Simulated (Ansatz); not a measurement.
CdSe (wurtzite)

```yaml
crystal:
  lattice:
    - [4.38288, 0.00000, 0.00000]
    - [-2.19144, 3.79568, 0.00000]
    - [0.00000, 0.00000, 7.15467]
  atoms:
    - { symbol: Cd, position: [0.66667, 0.33333, 0.00047] }
    - { symbol: Cd, position: [0.33333, 0.66667, 0.50047] }
    - { symbol: Se, position: [0.66667, 0.33333, 0.62473] }
    - { symbol: Se, position: [0.33333, 0.66667, 0.12473] }
```

The volume is varied about the relaxed value V₀ at fixed cell shape. The atoms relax within the cell's symmetry.

Level of theory: PBE (plane waves to 420 eV, PAW, scalar-relativistic; Ansatz, a first-principles code). k mesh 9×9×5 (Γ-centred), Fermi-Dirac smearing 0.05 eV. E stands for the smeared free energy. Stress and pressure are positive under compression. With the shape held, the modulus is that of even scaling; a crystal free to change shape is softer. CdSe was relaxed with its symmetry unable to fall. The PAW data are Ansatz's earlier set. ΔE is measured from the relaxed starting cell.

| V (Å³/atom) | ΔE (meV/atom) |
|---|---|
| 27.971 | 16.8 |
| 28.328 | 10.5 |
| 28.685 | 5.8 |
| 29.042 | 2.5 |
| 29.399 | 0.6 |
| 29.756 | 0.0 |
| 30.113 | 0.6 |
| 30.470 | 2.3 |
| 30.828 | 5.0 |
| 31.185 | 8.7 |
| 31.542 | withheld |

Task: Fit a third-order Birch-Murnaghan form (E₀, V₀, B₀, B₀′ free) to the given rows and predict ΔE at V = 31.542.

Result: Least squares on the 10 given rows: ΔE = E₀ + (9V₀B₀/16)·y²·[2 + (B₀′ − 4)y], y = (V₀/V)^(2/3) − 1, with V₀ = 29.757 Å³/atom, B₀ = 44.52 GPa (160.2 GPa = 1 eV/Å³; the term in eV is multiplied by 1000), B₀′ = 4.85, E₀ = 0.01 meV/atom; root-mean-square residual 0.02 meV/atom. At 31.542 the fit gives 13.3 meV/atom; the calculation gives 13.3 meV/atom, the same to the digits shown. For the pressure the fit gives -2.25 GPa against the computed -2.26 GPa.

(Under strain, the slope of the energy per volume gives the stress and its curvature an elastic modulus.)
